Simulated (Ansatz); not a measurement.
# As: eigenvalues along the path

```
CELL_PARAMETERS angstrom
1.87975 1.08527 3.48577
-1.87975 1.08527 3.48577
0.00000 -2.17055 3.48577
ATOMIC_POSITIONS crystal
As 0.22754 0.22754 0.22754
As 0.77246 0.77246 0.77246
```

Atoms are numbered in the order listed.

The structure is an experimental refinement, used without relaxation.

These are results of Ansatz 0.2.0, DFT, LDA, all-electron LAPW, scalar-relativistic, not measurements.

Settings: a Γ-centred 13×13×13 k mesh, Fermi–Dirac smearing of 0.05 eV, basis error target 1 meV/atom, no spin polarisation.

Path points, in fractions of the reciprocal vectors: Γ (0.000, 0.000, 0.000), T (0.500, 0.500, 0.500), H2 (0.769, 0.231, 0.500), H0 (0.500, -0.231, 0.231), L (0.500, 0.000, 0.000), S0 (0.366, -0.366, 0.000), S2 (0.634, 0.000, 0.366), F (0.500, 0.000, 0.500). Levels in eV from the Fermi level; bands 19 to 26, counted from the lowest band of the run. The gap is zero.

```
# k(1/Å) point b19 b20 b21 b22 b23 b24 b25 b26
0.000 Γ -15.15 -5.94 -2.57 -2.03 -2.03 1.72 2.90 2.90
0.064 - -15.13 -6.03 -2.51 -2.03 -2.03 1.72 2.86 2.86
0.129 - -15.10 -6.26 -2.33 -2.03 -2.03 1.73 2.75 2.75
0.193 - -15.04 -6.61 -2.08 -2.02 -2.02 1.75 2.59 2.59
0.258 - -14.96 -7.01 -2.00 -2.00 -1.82 1.78 2.38 2.38
0.322 - -14.86 -7.44 -1.98 -1.98 -1.57 1.81 2.15 2.15
0.386 - -14.75 -7.88 -1.96 -1.96 -1.35 1.84 1.90 1.90
0.451 - -14.61 -8.31 -1.93 -1.93 -1.17 1.65 1.65 1.85
0.515 - -14.46 -8.73 -1.90 -1.90 -1.02 1.42 1.42 1.85
0.579 - -14.31 -9.13 -1.87 -1.87 -0.91 1.20 1.20 1.83
0.644 - -14.15 -9.48 -1.83 -1.83 -0.83 1.01 1.01 1.80
0.708 - -14.01 -9.78 -1.80 -1.80 -0.77 0.86 0.86 1.76
0.773 - -13.89 -10.01 -1.77 -1.77 -0.73 0.74 0.74 1.73
0.837 - -13.81 -10.16 -1.75 -1.75 -0.70 0.66 0.66 1.71
0.901 T -13.78 -10.21 -1.74 -1.74 -0.70 0.64 0.64 1.71
0.965 - -13.77 -10.21 -2.04 -1.80 -0.44 0.50 0.71 1.90
1.030 - -13.73 -10.18 -2.59 -1.96 -0.07 0.24 0.98 2.31
1.094 - -13.67 -10.15 -3.16 -2.23 0.03 0.17 1.48 2.78
1.158 - -13.58 -10.10 -3.72 -2.58 -0.13 0.31 2.10 3.24
1.222 - -13.47 -10.05 -4.24 -2.99 -0.24 0.43 2.76 3.65
1.286 - -13.34 -10.00 -4.72 -3.41 -0.32 0.55 3.40 4.00
1.350 - -13.19 -9.97 -5.13 -3.84 -0.40 0.66 3.98 4.26
1.415 - -13.02 -9.95 -5.47 -4.25 -0.49 0.78 4.45 4.47
1.479 - -12.83 -9.97 -5.73 -4.64 -0.59 0.89 4.60 4.81
1.543 - -12.63 -10.03 -5.88 -5.00 -0.71 0.98 4.73 5.02
1.607 - -12.42 -10.14 -5.93 -5.31 -0.85 1.06 4.87 5.11
1.671 - -12.21 -10.30 -5.88 -5.58 -1.01 1.10 5.03 5.16
1.735 - -12.00 -10.49 -5.80 -5.73 -1.18 1.12 5.19 5.22
1.799 H2 -11.81 -10.70 -5.95 -5.51 -1.36 1.09 5.23 5.41
1.850 - -11.75 -10.77 -6.00 -5.38 -1.50 1.15 5.10 5.59
1.901 - -11.71 -10.82 -6.06 -5.18 -1.75 1.35 4.90 5.80
1.951 - -11.69 -10.86 -6.12 -4.94 -2.09 1.63 4.66 5.89
2.002 - -11.67 -10.89 -6.17 -4.65 -2.46 1.98 4.37 5.64
2.052 - -11.67 -10.91 -6.20 -4.34 -2.85 2.37 4.01 5.46
2.103 - -11.67 -10.91 -6.23 -3.99 -3.24 2.78 3.62 5.36
2.153 - -11.67 -10.92 -6.23 -3.65 -3.59 3.20 3.20 5.33
2.204 - -11.67 -10.91 -6.23 -3.99 -3.24 2.78 3.62 5.36
2.254 - -11.67 -10.91 -6.20 -4.34 -2.85 2.37 4.01 5.46
2.305 - -11.67 -10.89 -6.17 -4.65 -2.46 1.98 4.37 5.64
2.356 - -11.69 -10.86 -6.12 -4.94 -2.09 1.63 4.66 5.89
2.406 - -11.71 -10.82 -6.06 -5.18 -1.75 1.35 4.90 5.80
2.457 - -11.75 -10.77 -6.00 -5.38 -1.50 1.15 5.10 5.59
2.507 H0 -11.81 -10.70 -5.95 -5.51 -1.36 1.09 5.23 5.41
2.562 - -11.65 -10.89 -6.02 -5.27 -1.52 1.04 5.23 5.52
2.618 - -11.52 -11.09 -6.03 -4.99 -1.68 0.97 5.17 5.50
2.673 - -11.41 -11.27 -5.98 -4.67 -1.83 0.89 5.02 5.26
2.728 - -11.45 -11.32 -5.86 -4.32 -1.98 0.79 4.78 4.83
2.783 - -11.62 -11.26 -5.68 -3.94 -2.12 0.70 4.30 4.49
2.839 - -11.78 -11.22 -5.45 -3.54 -2.25 0.60 3.71 4.15
2.894 - -11.92 -11.20 -5.15 -3.12 -2.37 0.51 3.09 3.78
2.949 - -12.04 -11.20 -4.82 -2.68 -2.47 0.43 2.46 3.39
3.004 - -12.15 -11.20 -4.44 -2.56 -2.23 0.35 1.83 2.97
3.059 - -12.23 -11.21 -4.04 -2.64 -1.78 0.29 1.22 2.54
3.115 - -12.30 -11.21 -3.62 -2.69 -1.33 0.24 0.64 2.10
3.170 - -12.35 -11.22 -3.23 -2.74 -0.91 0.13 0.21 1.69
3.225 - -12.38 -11.23 -2.91 -2.76 -0.57 -0.26 0.20 1.34
3.280 L -12.39 -11.23 -2.78 -2.77 -0.42 -0.41 0.20 1.19
3.353 - -12.53 -11.07 -2.78 -2.78 -0.59 -0.24 0.25 1.21
3.425 - -12.83 -10.70 -2.79 -2.76 -0.76 -0.05 0.39 1.27
3.497 - -13.16 -10.25 -2.81 -2.72 -0.93 0.15 0.61 1.37
3.569 - -13.48 -9.76 -2.82 -2.67 -1.09 0.37 0.88 1.49
3.641 - -13.79 -9.26 -2.82 -2.61 -1.25 0.62 1.18 1.65
3.713 - -14.07 -8.74 -2.81 -2.54 -1.41 0.89 1.49 1.84
3.786 - -14.32 -8.23 -2.78 -2.46 -1.56 1.17 1.81 2.04
3.858 - -14.53 -7.73 -2.73 -2.38 -1.72 1.45 2.09 2.24
3.930 - -14.72 -7.26 -2.66 -2.29 -1.86 1.71 2.30 2.44
4.002 - -14.87 -6.83 -2.58 -2.21 -1.99 1.89 2.45 2.61
4.074 - -14.99 -6.47 -2.53 -2.14 -2.07 1.93 2.58 2.74
4.147 - -15.08 -6.19 -2.53 -2.08 -2.08 1.85 2.73 2.83
4.219 - -15.13 -6.00 -2.56 -2.05 -2.05 1.76 2.85 2.88
4.291 Γ -15.15 -5.94 -2.57 -2.03 -2.03 1.72 2.90 2.90
4.378 - -15.12 -6.03 -2.56 -2.07 -2.04 1.78 2.80 2.91
4.466 - -15.04 -6.27 -2.55 -2.15 -2.06 1.93 2.53 2.93
4.553 - -14.92 -6.64 -2.64 -2.18 -2.06 2.06 2.15 2.90
4.640 - -14.74 -7.11 -2.89 -2.10 -2.03 1.71 2.04 2.89
4.727 - -14.52 -7.63 -3.23 -1.98 -1.96 1.27 1.77 3.03
4.815 - -14.24 -8.17 -3.62 -1.92 -1.82 0.88 1.43 3.28
4.902 - -13.93 -8.72 -4.04 -1.92 -1.76 0.63 1.15 3.58
4.989 - -13.57 -9.25 -4.46 -2.00 -1.84 0.58 1.03 3.92
5.077 - -13.17 -9.75 -4.86 -2.19 -2.07 0.77 1.09 4.30
5.164 - -12.74 -10.22 -5.24 -2.46 -2.38 1.12 1.31 4.70
5.251 - -12.29 -10.65 -5.58 -2.77 -2.71 1.59 1.67 5.11
5.339 - -11.82 -11.04 -5.86 -3.09 -3.04 2.12 2.13 5.53
5.426 - -11.38 -11.36 -6.08 -3.39 -3.33 2.64 2.70 5.93
5.513 S0 -11.67 -10.92 -6.23 -3.65 -3.59 3.20 3.20 5.33
5.558 - -11.63 -10.97 -6.21 -3.86 -3.31 2.77 3.49 5.45
5.603 - -11.59 -11.03 -6.17 -4.07 -2.99 2.34 3.78 5.62
5.648 - -11.55 -11.09 -6.13 -4.27 -2.67 1.92 4.07 5.79
5.693 - -11.51 -11.15 -6.08 -4.44 -2.36 1.53 4.35 5.80
5.738 - -11.47 -11.20 -6.03 -4.57 -2.09 1.21 4.62 5.62
5.783 - -11.43 -11.24 -5.99 -4.66 -1.90 0.98 4.87 5.42
5.828 - -11.42 -11.26 -5.98 -4.69 -1.82 0.89 5.03 5.28
5.873 - -11.43 -11.24 -5.99 -4.66 -1.90 0.98 4.87 5.42
5.918 - -11.47 -11.20 -6.03 -4.57 -2.09 1.21 4.62 5.62
5.963 - -11.51 -11.15 -6.08 -4.44 -2.36 1.53 4.35 5.80
6.008 - -11.55 -11.09 -6.13 -4.27 -2.67 1.92 4.07 5.79
6.053 - -11.59 -11.03 -6.17 -4.07 -2.99 2.34 3.78 5.62
6.097 - -11.63 -10.97 -6.21 -3.86 -3.31 2.77 3.49 5.45
6.142 S2 -11.67 -10.92 -6.23 -3.65 -3.59 3.20 3.20 5.33
6.175 - -11.76 -10.76 -6.27 -3.74 -3.68 3.31 3.41 5.08
6.207 - -11.85 -10.62 -6.29 -3.82 -3.75 3.33 3.63 4.95
6.239 - -11.93 -10.49 -6.31 -3.90 -3.82 3.23 3.84 4.95
6.271 - -12.00 -10.36 -6.31 -3.97 -3.89 3.05 4.05 5.05
6.303 - -12.07 -10.25 -6.31 -4.04 -3.95 2.83 4.26 5.22
6.335 - -12.13 -10.15 -6.29 -4.09 -4.00 2.59 4.45 5.43
6.367 - -12.18 -10.06 -6.27 -4.15 -4.04 2.35 4.64 5.65
6.399 - -12.23 -9.98 -6.25 -4.19 -4.08 2.13 4.82 5.87
6.431 - -12.27 -9.91 -6.22 -4.23 -4.11 1.94 4.98 6.09
6.463 - -12.30 -9.86 -6.20 -4.26 -4.13 1.77 5.12 6.29
6.495 - -12.33 -9.82 -6.17 -4.29 -4.15 1.63 5.24 6.46
6.527 - -12.34 -9.79 -6.15 -4.30 -4.16 1.54 5.32 6.60
6.559 - -12.35 -9.78 -6.14 -4.31 -4.17 1.47 5.38 6.68
6.592 F -12.36 -9.77 -6.14 -4.32 -4.17 1.45 5.39 6.71
```
